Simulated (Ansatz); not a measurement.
CoAsS:
```
CoAsS
1.0
    5.56058     0.00000     0.00000
    0.00000     5.56058     0.00000
    0.00000     0.00000     5.56058
Co As S
4 4 4
Direct
  0.50665   0.49335   0.99335
  0.99335   0.50665   0.49335
  0.00665   0.00665   0.00665
  0.49335   0.99335   0.50665
  0.62026   0.87974   0.12026
  0.87974   0.12026   0.62026
  0.12026   0.62026   0.87974
  0.37974   0.37974   0.37974
  0.38246   0.11754   0.88246
  0.11754   0.88246   0.38246
  0.88246   0.38246   0.11754
  0.61754   0.61754   0.61754
```

r²SCAN (plane waves, PAW; program Ansatz) gives a gap of 1.13 eV without spin–orbit coupling, maximum off the standard path, at k = (0.000, 0.354, 0.372) in fractions of the reciprocal vectors, minimum on the Γ–X line, 23 % of the way from Γ.

What happens when spin–orbit coupling is switched on?

The gap falls by 0.03 eV, to 1.10 eV; maximum off the standard path, at k = (0.000, 0.352, 0.372) in fractions of the reciprocal vectors, minimum on the Γ–X line, 21 % of the way from Γ.

Space group P2_13. The first step of the workflow began from a Materials Project structure, measured or hypothetical; the Crystallography Open Database copy checked does not list it. COD files the formula under space group No. 4, 29. Whether it is the stable phase at ambient conditions was not checked. The r²SCAN relaxation kept the symmetry of its start; its stability against distortions is not shown here. The run is not spin-polarised.

Potentials: the later of the program's two PAW sets.
